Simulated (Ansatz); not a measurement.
InSe (P6_3/mmc) under several functionals

**Experimental background.**

“Indium selenide: an insight into electronic band structure and surface excitations”, 2017, pmc:5469805 reports, for a bulk crystal of InSe: lattice constant a 4.005 ± 0.004 Å; lattice constant c 16.66 ± 0.004 Å.

Plane-wave DFT in Ansatz with scalar-relativistic PAW potentials. The same structure was relaxed (cell and atoms, symmetry kept) in separate runs at each level. No spin polarisation.

Question: How do the levels PBE, PBE+D3(BJ), PBEsol compare?

Answer:
| level | cutoff (eV) | k mesh | V (Å³/atom) | a (Å) | c (Å) | gap (eV) |
| --- | --- | --- | --- | --- | --- | --- |
| PBE+D3(BJ) | 420 | 12×12×2 | 29.496 | 4.032 | 16.762 | 0.37 |
| PBEsol | 420 | 12×12×2 | 29.535 | 4.006 | 17.002 | 0.43 |
| PBE | 420 | 12×12×2 | 33.319 | 4.090 | 18.403 | 0.70 |

The usual order of volumes, PBEsol < PBE, holds here (29.535, 33.319 Å³/atom). As a rule PBEsol, built on the gradient expansion of slowly varying densities, lies between LDA and PBE; PBE's stronger gradient term for exchange weakens bonds. Adding D3 to PBE changes the volume by -11.5 %; the term is attractive, so it pulls cells in, most where layers or molecules are weakly bound. Each gap belongs to its own cell, so it mixes the functional's effect with that of the volume; gaps are the least found on the k mesh or on a band path.

For PBE: Against the measured lattice constant a of InSe, 4.005 Å (“Indium selenide: an insight into electronic band structure and surface excitations”, 2017, pmc:5469805), the calculated 4.090 Å is off by +2.1 %. Measured lattice constant c of InSe: 16.66 Å (“Indium selenide: an insight into electronic band structure and surface excitations”, 2017, pmc:5469805). This calculation gives 18.403 Å (+10.5 %). So large a difference can come from the functional (as between layers that it hardly binds), but also from another choice of axes, another phase or a misread value. A miss of over 4 % is beyond the usual error for strongly bound crystals; weak bonds between layers or molecules, another minimum of the same symmetry, another phase or composition in the sample, or a faulty compiled value are the usual causes, and none was traced here. The calculations are for 0 K without zero-point motion.